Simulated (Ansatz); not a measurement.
CdTe (zinc blende)

```yaml
crystal:
  lattice:
    - [0.00000, 3.27881, 3.27881]
    - [3.27881, 0.00000, 3.27881]
    - [3.27881, 3.27881, 0.00000]
  atoms:
    - { symbol: Te, position: [0.75000, 0.75000, 0.75000] }
    - { symbol: Cd, position: [0.00000, 0.00000, 0.00000] }
```

The slice is a {110} plane (indices of the conventional cell) through the point (0.750, 0.750, 0.750) (fractional), spanned by u = [100] and v = [1 -1 -1] in vectors of this cell: u (4.64 Å) and v (6.56 Å, at 90° to u). It covers one period; positions are fractions (u, v).

All values below come from r2SCAN (plane waves to 500 eV, PAW, scalar-relativistic; Ansatz, a first-principles code). k mesh 9×9×9. Near the nuclei the fields are pseudised (PAW); where an atom keeps semicore shells as valence, they peak there. CdTe was relaxed with its symmetry unable to fall. Spin-orbit coupling is left out, though Te is heavy.

### Question
Around which element is the density of the highest valence band (whole band, smooth part) largest on this plane?

### Answer
Te. Mean over a disc round each atom, of radius 0.45 times the shortest bond: Te 0.081, Cd 0.014 e/Å³.

### Question
What is the ELF at the density minimum of the shortest Te–Cd line in this plane (2.84 Å)?

### Answer
0.3.

### Question
The ELF has a maximum in the middle third of the Te–Cd line. Where, and how high?

### Answer
0.69, 1.2 Å from Te.

### Question
Predict the map of the electron localisation function (ELF) on the slice.

### Answer
```
|xx-#@@+:..:+@@#-x|
|:-*%@#::::::#@%*-|
|**%@%-:-++-:-%@%*|
|%%@@=:=*##*=:=@@%|
|@@@*::+xxxx+::*@@|
|%#*-:-*xxxx*-:-*#|
|==-::-*xxxx*-::-=|
|....:-+*##*+-:...|
|   .::-=++=-::.  |
|    .::::::::.   |
|     ........    |
|      ......     |
|                 |
|                 |
|                 |
|..              .|
|==-.          .-=|
|%#*=:        :=*#|
|@@@%+-      -+%@@|
|%%@@%+:    :+%@@%|
|**#%@#=.  .=#@%#*|
|:-+#%@*:  :*@%#+-|
|xx-*%@#:..:#@%*-x|
|xx:*%@#-..-#@%*:x|
```
Scale: ten equal steps from 0.00 (start of ' ') to 0.69 (end of '@'), in the order ' .:-=+*#%@'. Values: electron localisation function (ELF). The map has 17 points along u (one character each, u = 0 at the left) and 24 along v (v = 0 in the bottom row). Points within 0.5 Å of a nucleus are blanked (x), as the pseudised field means little there.
